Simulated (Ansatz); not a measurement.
TiGaPd:
```
TiGaPd
1.0
    4.39739     0.00000     0.00000
   -2.19870     3.80825     0.00000
    0.00000     0.00000     5.42028
Ti Ga Pd
2 2 2
Cartesian
  0.00000   0.00000   0.00000
  0.00000   0.00000   2.71014
  0.00000   2.53884   4.06521
  2.19870   1.26942   1.35507
  0.00000   2.53884   1.35507
  2.19870   1.26942   4.06521
```

This is the r²SCAN-relaxed structure.

Problem. All from r²SCAN in the plane-wave PAW code Ansatz, unless another level is named. Predict the formation energy from the elements (no fitted shifts).

Solution. -0.67 eV/atom.

Problem. What about the density of states at the Fermi level?

Solution. 0.60 states/eV per atom (mean over ±0.08 eV).

Space group P6_3/mmc. The workflow started from a Materials Project entry (that database holds measured and hypothetical structures alike); the Crystallography Open Database copy checked does not list it. With Ga and Pd taken as one species the cell has the higher symmetry P6/mmm, so it may be an ordered model of a mixed-site phase. Its standing as an ambient phase is unchecked. Symmetry was held in the r²SCAN relaxation; its stability against distortions is not shown here. The run is not spin-polarised. The references are the lowest solids computed at this level, not always the standard phases. Spin–orbit coupling is left out wherever it is not named.

Potentials: the earlier of the program's two PAW sets.
